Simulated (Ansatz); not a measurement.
A geometry of SnO2 away from equilibrium: the start of the relaxation of a generated cell, SnO2 built in the beta-tridymite structure type. Level of theory: r2SCAN (plane waves to 500 eV, PAW, scalar-relativistic; Ansatz, an electronic-structure program). Γ-centred k-mesh 4×4×2 on the run's cell (coarser than for final values), Fermi–Dirac smearing 0.05 eV.

```xyz
12
Lattice="5.9707 0.0000 0.0000 -2.9854 5.1708 0.0000 0.0000 0.0000 9.7739" Properties=species:S:1:pos:R:3 pbc="T T T"
Sn     0.0000     3.4472     0.6060
Sn     2.9854     1.7236     5.4930
Sn     2.9854     1.7236     9.1680
Sn     0.0000     3.4472     4.2810
O      0.0000     3.4472     2.4435
O      2.9854     1.7236     7.3305
O      2.9854     0.0000     0.0000
O      1.4927     2.5854     4.8870
O     -1.4927     2.5854     0.0000
O      2.9854     0.0000     4.8870
O      1.4927     2.5854     0.0000
O     -1.4927     2.5854     4.8870
```

Question: What forces act on the atoms (eV/Å)?

Answer: 
| atom | Fx | Fy | Fz |
|---|---|---|---|
| Sn1 | 0.00 | 0.00 | 0.39 |
| Sn2 | 0.00 | 0.00 | 0.39 |
| Sn3 | 0.00 | 0.00 | -0.39 |
| Sn4 | 0.00 | 0.00 | -0.39 |
| O5 | 0.00 | 0.00 | 0.00 |
| O6 | 0.00 | 0.00 | 0.00 |
| O7 | 0.00 | 0.00 | 0.00 |
| O8 | 0.00 | 0.00 | 0.00 |
| O9 | 0.00 | 0.00 | 0.00 |
| O10 | 0.00 | 0.00 | 0.00 |
| O11 | 0.00 | 0.00 | 0.00 |
| O12 | 0.00 | 0.00 | 0.00 |

Question: What is the pressure?

Answer: +15.4 GPa, compression positive.

No spin polarisation in the result.

The run could not lose the symmetry of its start.

The first start was generated by placing the elements on the sites of a structure type. Materials Project lists a structure of SnO2 in the same space group, P6₃/mmc (No. 194); the sites were not compared with it, nor with measured phases. Known forms of SnO2 include space group No. 136.
